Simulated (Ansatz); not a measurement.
**What a trial cell of Bi2Br3 relaxes into**

Theory: DFT PBE+D3(BJ), scalar-relativistic, plane waves, PAW (Ansatz). Cutoff 420 eV, Gaussian smearing, Γ-centred meshes. Cell and atoms relax first on a coarse mesh and then on a finer one. In between, the cell is made exact in the group found at 0.06 Å. In metals the finer mesh still leaves noise of several meV/atom or more. The steps can't lower the symmetry of their start. No spin polarisation.

The guess for Bi2Br3 was made by a generator: close-packed anion layers stacked ABC, with sites between them filled layer by layer (P-3m1, No. 164) (elements of the layers in order: Br Br Br). Lengths were set from tabulated atomic sizes, so they are only a guess.

```cif
data_structure
_symmetry_space_group_name_H-M 'P-3m1'
_symmetry_Int_Tables_number 164
_cell_length_a 4.0412
_cell_length_b 4.0412
_cell_length_c 9.5567
_cell_angle_alpha 90.000
_cell_angle_beta 90.000
_cell_angle_gamma 120.000
_cell_volume 135.16
loop_
_atom_site_label
_atom_site_type_symbol
_atom_site_symmetry_multiplicity
_atom_site_Wyckoff_symbol
_atom_site_fract_x
_atom_site_fract_y
_atom_site_fract_z
_atom_site_occupancy
Bi1 Bi 2 d 0.66667 0.33333 0.17418 1
Br1 Br 1 a 0.00000 0.00000 0.00000 1
Br2 Br 2 d 0.33333 0.66667 0.34836 1
```

Energies over the elements count from the elements' standard structures at the same level, with no fitted energy shifts. The references include crystalline Br.

Question: What does it relax into?

Answer: The symmetry stays P-3m1 (No. 164). The volume per atom grows by 17.6 %, from 27.0 to 31.8 Å³. The shortest distance goes from 2.87 Å (Bi–Br) to 3.08 Å (Bi–Br). The ratio c/a of the conventional cell changes by a factor of 0.65. The energy falls by about 0.45 eV/atom (the start's value is from the coarse mesh). Conventional cell: a = 4.913 Å, c = 7.602 Å. Around Bi lie 6 Br at 3.08–3.15 Å, 3 Bi at 3.73 Å and 2 Br at 3.80 Å; Br on a site of symmetry -3m has 6 Bi at 3.08 Å and 6 Br at 3.84 Å; around Br on a site of symmetry 3m lie 3 Bi at 3.15 Å, 6 Br at 3.73–3.84 Å and 2 Bi at 3.80 Å.

```
Bi Br
1.0
     4.91327    0.00000    0.00000
    -2.45664    4.25502    0.00000
     0.00000    0.00000    7.60203
Bi Br
2 3
Direct
  0.66667 0.33333 0.15941
  0.33333 0.66667 0.84059
  0.00000 0.00000 0.00000
  0.33333 0.66667 0.34032
  0.66667 0.33333 0.65968
```

Question: Give its energy and gap.

Answer: The formation energy is −0.21 eV/atom and the gap on the 12×12×6 mesh of the 5-atom cell is 0 eV (a metal).

It lies below the elements, which doesn't yet make it stable against other compounds or structures.

The last run used Gaussian smearing of 0.10 eV. These runs have no spin–orbit coupling, which can matter for Bi. An odd number of electrons in the primitive cell allows no gap without spin; a larger cell or a magnetic state could open one. A structure relaxed within its symmetry needn't be a true minimum. In all, the 3 runs took 8.1 min on 1 thread of Intel(R) Xeon(R) Processor @ 2.50GHz (Skylake/Cascade Lake), with other jobs on the host.
